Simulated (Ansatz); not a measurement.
YPO$_{4}$:
```cif
data_O8P2Y2
_chemical_formula_sum 'Y2 P2 O8'
_space_group_name_H-M_alt 'P 1'
_space_group_IT_number 1
_cell_length_a 5.73654
_cell_length_b 5.73654
_cell_length_c 5.73654
_cell_angle_alpha 106.009
_cell_angle_beta 106.009
_cell_angle_gamma 116.642
loop_
_space_group_symop_operation_xyz
  'x, y, z'
loop_
_atom_site_label
_atom_site_type_symbol
_atom_site_fract_x
_atom_site_fract_y
_atom_site_fract_z
_atom_site_occupancy
Y1 Y 0.00000 0.00000 0.00000 1
Y2 Y 0.75000 0.25000 0.50000 1
P1 P 0.25000 0.75000 0.50000 1
P2 P 0.50000 0.50000 0.00000 1
O1 O 0.16605 0.34069 0.82535 1
O2 O 0.09069 0.76534 0.67465 1
O3 O 0.51534 0.34069 0.17465 1
O4 O 0.09069 0.41605 0.32535 1
O5 O 0.58395 0.90931 0.67465 1
O6 O 0.65931 0.83395 0.17465 1
O7 O 0.23466 0.90931 0.32535 1
O8 O 0.65931 0.48466 0.82535 1
```

Relaxed with r²SCAN.

Task: Which orbitals make up the states near the band edges in r²SCAN (plane waves, PAW; program Ansatz)?

Result: Top 1 eV of the valence band: O 2p 96 %. Bottom 1 eV of the conduction band: Y 4d 80 %, O 2p 6 %. Projections are on Löwdin-orthogonalised atomic valence shells; empty p or d shells of many metals are not among them.

Task: Tabulate the density of states.

Result: States/eV per cell of 12 atoms, in 0.25 eV bins, energy from the valence-band maximum.

| E (eV) | total | O 2p | Y 4d | P 3p |
|---|---|---|---|---|
| -7.85 | 3.71 | 2.14 | 0.22 | 0.01 |
| -7.60 | 3.65 | 2.11 | 0.18 | 0.01 |
| -7.35 | 5.75 | 3.34 | 0.18 | 0.01 |
| -7.10 | 2.23 | 1.30 | 0.04 | 0.00 |
| -6.85 | 0.00 | 0.00 | 0.00 | 0.00 |
| -6.60 | 0.00 | 0.00 | 0.00 | 0.00 |
| -6.35 | 0.00 | 0.00 | 0.00 | 0.00 |
| -6.10 | 0.00 | 0.00 | 0.00 | 0.00 |
| -5.85 | 0.81 | 0.55 | 0.08 | 0.11 |
| -5.60 | 8.76 | 5.94 | 0.62 | 1.26 |
| -5.35 | 9.98 | 6.85 | 0.61 | 1.47 |
| -5.10 | 12.95 | 9.16 | 0.66 | 1.88 |
| -4.85 | 10.28 | 7.29 | 0.42 | 1.59 |
| -4.60 | 5.22 | 3.71 | 0.22 | 0.86 |
| -4.35 | 0.00 | 0.00 | 0.00 | 0.00 |
| -4.10 | 0.00 | 0.00 | 0.00 | 0.00 |
| -3.85 | 0.16 | 0.13 | 0.01 | 0.00 |
| -3.60 | 1.68 | 1.42 | 0.15 | 0.01 |
| -3.35 | 8.91 | 7.58 | 0.75 | 0.08 |
| -3.10 | 10.17 | 8.75 | 0.78 | 0.10 |
| -2.85 | 8.71 | 7.61 | 0.51 | 0.10 |
| -2.60 | 10.16 | 9.08 | 0.50 | 0.08 |
| -2.35 | 6.99 | 6.38 | 0.26 | 0.05 |
| -2.10 | 7.18 | 6.54 | 0.24 | 0.08 |
| -1.85 | 8.53 | 7.79 | 0.39 | 0.07 |
| -1.60 | 13.52 | 12.40 | 0.52 | 0.19 |
| -1.35 | 10.40 | 9.58 | 0.41 | 0.12 |
| -1.10 | 7.19 | 6.58 | 0.42 | 0.04 |
| -0.85 | 7.89 | 7.39 | 0.35 | 0.03 |
| -0.60 | 12.55 | 12.04 | 0.31 | 0.03 |
| -0.35 | 10.26 | 9.99 | 0.12 | 0.02 |
| -0.10 | 3.72 | 3.66 | 0.02 | 0.00 |
| 0.15 | 0.00 | 0.00 | 0.00 | 0.00 |
| 0.40 | 0.00 | 0.00 | 0.00 | 0.00 |
| 0.65 | 0.00 | 0.00 | 0.00 | 0.00 |
| 0.90 | 0.00 | 0.00 | 0.00 | 0.00 |
| 1.15 | 0.00 | 0.00 | 0.00 | 0.00 |
| 1.40 | 0.00 | 0.00 | 0.00 | 0.00 |
| 1.65 | 0.00 | 0.00 | 0.00 | 0.00 |
| 1.90 | 0.00 | 0.00 | 0.00 | 0.00 |
| 2.15 | 0.00 | 0.00 | 0.00 | 0.00 |
| 2.40 | 0.00 | 0.00 | 0.00 | 0.00 |
| 2.65 | 0.00 | 0.00 | 0.00 | 0.00 |
| 2.90 | 0.00 | 0.00 | 0.00 | 0.00 |
| 3.15 | 0.00 | 0.00 | 0.00 | 0.00 |
| 3.40 | 0.00 | 0.00 | 0.00 | 0.00 |
| 3.65 | 0.00 | 0.00 | 0.00 | 0.00 |
| 3.90 | 0.00 | 0.00 | 0.00 | 0.00 |
| 4.15 | 0.00 | 0.00 | 0.00 | 0.00 |
| 4.40 | 0.00 | 0.00 | 0.00 | 0.00 |
| 4.65 | 0.00 | 0.00 | 0.00 | 0.00 |
| 4.90 | 0.00 | 0.00 | 0.00 | 0.00 |
| 5.15 | 0.00 | 0.00 | 0.00 | 0.00 |
| 5.40 | 0.00 | 0.00 | 0.00 | 0.00 |
| 5.65 | 0.00 | 0.00 | 0.00 | 0.00 |
| 5.90 | 0.00 | 0.00 | 0.00 | 0.00 |
| 6.15 | 0.00 | 0.00 | 0.00 | 0.00 |
| 6.40 | 0.00 | 0.00 | 0.00 | 0.00 |
| 6.65 | 2.32 | 0.18 | 1.80 | 0.19 |
| 6.90 | 6.35 | 0.45 | 5.17 | 0.38 |
| 7.15 | 6.16 | 0.34 | 5.03 | 0.23 |
| 7.40 | 3.29 | 0.16 | 2.53 | 0.10 |
| 7.65 | 5.27 | 0.29 | 3.66 | 0.25 |
| 7.90 | 10.40 | 0.63 | 7.27 | 0.65 |
| 8.15 | 10.67 | 0.75 | 7.55 | 0.49 |
| 8.40 | 9.42 | 0.74 | 6.66 | 0.28 |
| 8.65 | 7.38 | 0.73 | 5.04 | 0.27 |
| 8.90 | 5.89 | 0.56 | 3.95 | 0.18 |
| 9.15 | 5.54 | 0.54 | 3.78 | 0.18 |
| 9.40 | 4.83 | 0.46 | 3.38 | 0.15 |
| 9.65 | 4.76 | 0.48 | 3.24 | 0.13 |
| 9.90 | 2.25 | 0.26 | 1.15 | 0.08 |
| 10.15 | 2.21 | 0.29 | 0.67 | 0.13 |
| 10.40 | 3.05 | 0.49 | 0.48 | 0.77 |
| 10.65 | 6.77 | 1.26 | 0.86 | 2.07 |
| 10.90 | 8.04 | 1.65 | 0.85 | 2.82 |
| 11.15 | 7.01 | 1.40 | 0.70 | 2.56 |
| 11.40 | 2.07 | 0.26 | 0.13 | 0.58 |

Space group I4_1/amd. The first step of the workflow began from a Materials Project structure, measured or hypothetical; the Crystallography Open Database files this formula in space group No. 141, but the cells were not matched. Whether it is the stable phase at ambient conditions was not checked. The cell was relaxed with r²SCAN under the symmetry of its start; its stability against distortions is not shown here. No spin polarisation was allowed. Spin–orbit coupling is left out wherever it is not named.

Potentials: the later of the program's two PAW sets.
